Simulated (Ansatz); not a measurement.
Relaxing a structure of SiNi

The start is a generated cell, SiNi built in the CoSn structure type. The structure is fully relaxed (lattice and positions, P = 0) with PBE (plane waves to 420 eV, PAW, scalar-relativistic; Ansatz, a quantum-chemistry and plane-wave program). The first steps use a coarse 6×6×6 k-mesh.

The start:
```
CELL_PARAMETERS angstrom
      4.73561     0.00000     0.00000
     -2.36781     4.10116     0.00000
      0.00000     0.00000     3.82123
ATOMIC_POSITIONS crystal
  Ni 0.50000 0.00000 0.00000
  Ni 0.50000 0.50000 0.00000
  Ni 0.00000 0.50000 0.00000
  Si 0.00000 0.00000 0.00000
  Si 0.33333 0.66667 0.50000
  Si 0.66667 0.33333 0.50000
```
Spin-polarised start, with parallel moments on Ni.

Initial pressure: +9 GPa (positive: the cell is compressed)
Outcome: The space group stays P6/mmm (No. 191) (the run could not lower it); the end is AFLOW prototype AB_hP6_191_f_ad (B35, as in CoSn), with 6 atoms in the primitive cell
Energy released: 0.02 eV/atom
Volume change: +5.1 %, from 12.37 to 13.00 Å³/atom
Shortest distances (start → end): The closest pairs of elements (up to four, under 3.6 Å), start → end: Ni–Si 2.35 → 2.37 Å; Ni–Ni 2.37 → 2.43 Å; Si–Si 2.73 → 2.80 Å
Moments at the end: zero (the starting moments vanished)
Optimiser moves: 6

Relaxed structure:

Space group P6/mmm (No. 191); a = 4.8541 Å, b = 4.8541 Å, c = 3.8223 Å, α = 90.00°, β = 90.00°, γ = 120.00°

```json
[
 {"atom": "Ni", "site": "3f", "symmetry": "mmm", "x": "0.0000", "y": "0.5000", "z": "0.0000"},
 {"atom": "Si", "site": "1a", "symmetry": "6/mmm", "x": "0.0000", "y": "0.0000", "z": "0.0000"},
 {"atom": "Si", "site": "2d", "symmetry": "-6m2", "x": "0.3333", "y": "0.6667", "z": "0.5000"}
]
```

Final values are on a 11×11×12 k-mesh of the relaxed cell. No spin polarisation in the result: the starting moments vanished. A magnetic state may lie lower.

The run could not lose the symmetry of its start, so the end can be a saddle point.

All atoms sit on sites fixed by symmetry, so only the cell could relax.

The relaxed structure here is a generated cell of SiNi: the first start was made by placing the elements on the sites of a structure type, and the end was not matched to a known phase here, so it may be hypothetical. Known forms of SiNi include space group No. 62.
